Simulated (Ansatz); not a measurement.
AlGa3P4 as one 8-atom ordering on the zincblende lattice, 8 atoms and 62 valence electrons in a cell of about 163 Å³, was run 7 times in the PAW code Ansatz, each time on 4 threads of AMD EPYC 9R45 96-Core Processor (Zen 5) (shared host). The times are single readings and vary with the host's load.

| run | k mesh | irreducible k | cutoff (eV) | plane waves | bands | SCF iterations | wall time | peak host memory (GiB) |
| --- | --- | --- | --- | --- | --- | --- | --- | --- |
| relaxation, PBE | 8×8×8 | 65 | 420 | 3295 | 39 | 50 | 28 s | 0.75 |
| relaxation, r2SCAN | 8×8×8 | 65 | 500 | 4137 | 39 | 26 | 22 s | 1.1 |
| bands, PBE | 8×8×8 | 65 | 420 | 3223 | 37 | 7 | 5.5 s | 0.69 |
| single point, r2SCAN | 8×8×8 | 65 | 500 | 4137 | 37 | 7 | 7.5 s | 1 |
| single point, HSE06 | 4×4×4 | 13 | 420 | 3223 | 37 | 20 | 94 s | 3.1 |
| single point, PBE+SOC | 8×8×8 | 65 | 420 | 3223 | 74 | 9 | 26 s | 2.1 |
| single point, PBE0 | 4×4×4 | 13 | 420 | 3223 | 37 | 20 | 91 s | 3.2 |

The slowest run (single point, HSE06) took about 17 times as long as the quickest (bands, PBE).

Only the levels marked +SOC include spin-orbit coupling.
